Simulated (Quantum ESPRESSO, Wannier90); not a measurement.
**GeSe (rock salt), plane waves to Wannier functions**

```yaml
crystal:
  lattice:
    - [0.00000, 2.80845, 2.80845]
    - [2.80845, 0.00000, 2.80845]
    - [2.80845, 2.80845, 0.00000]
  atoms:
    - { symbol: Ge, position: [0.00000, 0.00000, 0.00000] }
    - { symbol: Se, position: [0.50000, 0.50000, 0.50000] }
```

Materials Project entry mp-10759; symmetrised, unrelaxed at this level. Not found in the COD (Crystallography Open Database) copy used, which has the formula in other groups; not checked further. Computed values, not measurements, from PBEsol: Quantum ESPRESSO (norm-conserving PseudoDojo potentials, cutoff 69 Ry, spinors with spin-orbit coupling) on a Γ-centred 8×8×8 mesh, then Wannier90. Density: 10×10×10 mesh, Gaussian smearing 0.01 Ry. The gap is small at this level and was sampled on the meshes and a path alone.

The plane-wave run has 50 bands and 30 electrons a cell. On the energy scale of pw.x, whose zero is arbitrary, the valence-band maximum lies at 10.29 eV.

Isolated groups of bands, relative to the valence-band maximum (bands from 31 on overlap up to the last one computed):

```json
[
 {"bands": "1–4", "from (eV)": "-48.62", "to (eV)": "-48.62", "filling": "filled", "weight on atomic waves": "Se 3d 100 %"},
 {"bands": "5–10", "from (eV)": "-47.73", "to (eV)": "-47.72", "filling": "filled", "weight on atomic waves": "Se 3d 100 %"},
 {"bands": "11–14", "from (eV)": "-25.42", "to (eV)": "-25.42", "filling": "filled", "weight on atomic waves": "Ge 3d 100 %"},
 {"bands": "15–20", "from (eV)": "-24.84", "to (eV)": "-24.83", "filling": "filled", "weight on atomic waves": "Ge 3d 100 %"},
 {"bands": "21–22", "from (eV)": "-14.87", "to (eV)": "-12.97", "filling": "filled", "weight on atomic waves": "Se 4s 77 %, Ge 4p 15 %, Ge 4s 6 %"},
 {"bands": "23–30", "from (eV)": "-9.48", "to (eV)": "0.00", "filling": "filled", "weight on atomic waves": "Se 4p 53 %, Ge 4s 22 %, Ge 4p 21 %"}
]
```

Input w.win, without the blocks of cell, atoms and k-points (512 lines):

```
num_bands = 30
num_wann = 16
exclude_bands = 1-20
spinors = true
num_iter = 1000
conv_tol = 1.0e-6
conv_window = 4
dis_num_iter = 1000
dis_conv_tol = 1.0e-6
dis_froz_max = 15.50
write_hr = true
write_u_matrices = true
begin projections
f=-0.01503,0.00555,0.00199: s;p
f=0.48958,0.49991,0.51401: s;p
end projections
mp_grid = 8 8 8
```

wannier90.x stops with:
```
dis_windows: More states in the frozen window than target WFs
```
At some k-point more bands lie below dis_froz_max than there are Wannier functions, and every frozen state has to fit into the subspace. Mended as below, all else unchanged, the run goes through (Ω_I = 19.1 Å²) and follows the plane-wave bands to 3.3 meV rms (states up to 1.2 eV relative to the valence-band maximum).
```
dis_froz_max = 11.95
```
